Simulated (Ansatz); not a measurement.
Starting cell, Bi2Te3 (Bi2Te3 type, space group R-3m):

```
CELL_PARAMETERS angstrom
      2.19727     1.26859    10.46143
     -2.19727     1.26859    10.46143
      0.00000    -2.53719    10.46143
ATOMIC_POSITIONS crystal
  Bi 0.39834 0.39834 0.39834
  Bi 0.60166 0.60166 0.60166
  Te 0.00000 0.00000 0.00000
  Te 0.21376 0.21376 0.21376
  Te 0.78624 0.78624 0.78624
```

Scan: atom 5 (Te, nearest neighbour Bi at 3.061 Å; its periodic images, 4.4 Å or more away, move with it) is displaced along Cartesian z, direction (0.000, 0.000, 1.000) in Cartesian axes, by s. The other atoms stay.

All values below come from r2SCAN+rVV10 (plane waves to 500 eV, PAW, scalar-relativistic; Ansatz, a program for electronic structure). k mesh 7×7×7 (Γ-centred), Fermi-Dirac smearing 0.05 eV. The energy includes the smearing's −TS. Bi2Te3 was relaxed with its symmetry unable to fall. Spin-orbit coupling is left out, though Bi and Te are heavy. ΔE is measured from the undisplaced structure.

```
s (Å)   ΔE (meV/cell)
------  -------------
-0.610           1116
-0.488            725
-0.366       withheld
-0.244            183
-0.122             46
0.000               0
0.122              41
0.244             160
0.366             341
0.488             568
0.610             820
```

Q: Fit a polynomial form (powers 2, 3, 4) to the given rows and predict ΔE at s = -0.366.

A: Least squares on the 10 given rows: ΔE = (2913)·s² + (-658.1)·s³ + (-836.4)·s⁴, in meV/cell with s in Å; root-mean-square residual 1.7 meV/cell. At -0.366 the fit gives 407 meV/cell; the calculation gives 411 meV/cell, so the interpolation is off by -4 (-1.0 %). The quadratic term alone would give 390 meV/cell.

(A displaced cell: forces are minus the slopes of the energy, force constants its curvatures, and phonons follow from these.)
